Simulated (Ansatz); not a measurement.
Theory: DFT PBE, scalar-relativistic, plane waves, PAW in Ansatz 0.2.0. Cutoff 420 eV, Γ-centred 12×12×6 mesh (6-atom cell), Gaussian smearing of 0.10 eV, no spin polarisation.

The zero of energy is the elements' standard structures at the same level; no fitted shifts are applied.

Question: Find a candidate hexagonal metal with formula Na5Sb, with a formation energy near −0.22 eV/atom and about 29 Å³ per atom, in a cell of 6 atoms.

Answer: Na5Sb, space group P6/mmm (No. 191). Na on a site of symmetry 3m is surrounded by 4 Na at 3.13–3.14 Å, 3 Sb at 3.50 Å and 4 Na at 3.65–3.75 Å; Na on a site of symmetry 6/mmm is surrounded by 2 Sb at 3.45 Å and 12 Na at 3.65 Å; Sb is surrounded by 14 Na at 3.45–3.50 Å.

```
Na Sb
1.0
     5.41962    0.00000    0.00000
    -2.70981    4.69353    0.00000
     0.00000    0.00000    6.89748
Na Sb
5 1
Cartesian
  0.0000 3.1290 5.3250
  2.7098 1.5645 5.3250
  2.7098 1.5645 1.5725
  0.0000 3.1290 1.5725
  0.0000 0.0000 3.4487
  0.0000 0.0000 0.0000
```

- Volume per atom: 29.24 Å³
- Density: 2.24 g/cm³
- Energy over the elements: −0.22 eV/atom
- Gap on the 12×12×6 mesh of the 6-atom cell: 0 eV (a metal)

The cell was found from a structure generator's guess, not taken from experiment. The answer needn't be unique; the calculation gave this one.

Spin–orbit coupling, which can matter for Sb, is left out. A structure relaxed within its symmetry needn't be a true minimum.
